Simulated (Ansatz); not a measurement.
Relaxed-ion elastic tensor of Y (bcc (W type), Im-3m) in GPa (Voigt order), DFT-r²SCAN in the program Ansatz with PAW potentials; density 4.39 g/cm³, 33.60 Å³ per atom.

```
41.7  37.7  37.7   0.0   0.0   0.0
37.7  41.7  37.7   0.0   0.0   0.0
37.7  37.7  41.7   0.0   0.0   0.0
 0.0   0.0   0.0  22.1   0.0   0.0
 0.0   0.0   0.0   0.0  22.1   0.0
 0.0   0.0   0.0   0.0   0.0  22.1
```

### Question
Is the crystal mechanically stable?

### Answer
Yes: the smallest eigenvalue of C is 4.1 GPa.

### Question
Work out the Voigt and Reuss bounds. Is their mean of use?

### Answer
K_V = 39.0, K_R = 39.0; G_V = 14.1, G_R = 4.5 GPa. The bounds lie so far apart that a Hill average or a Debye temperature from it would say little.

The start of the workflow was typed in or built on a structure type; neither database checked (COD, Materials Project) lists it. It is not the phase usual at ambient conditions (space group No. 194). The r²SCAN relaxation kept the symmetry of its start; its stability against distortions is not shown here. The run is not spin-polarised. As this level gives no gap, shear constants depend on the k-mesh and smearing (Fermi–Dirac, 0.1 eV here).

Potentials: the earlier of the program's two PAW sets.
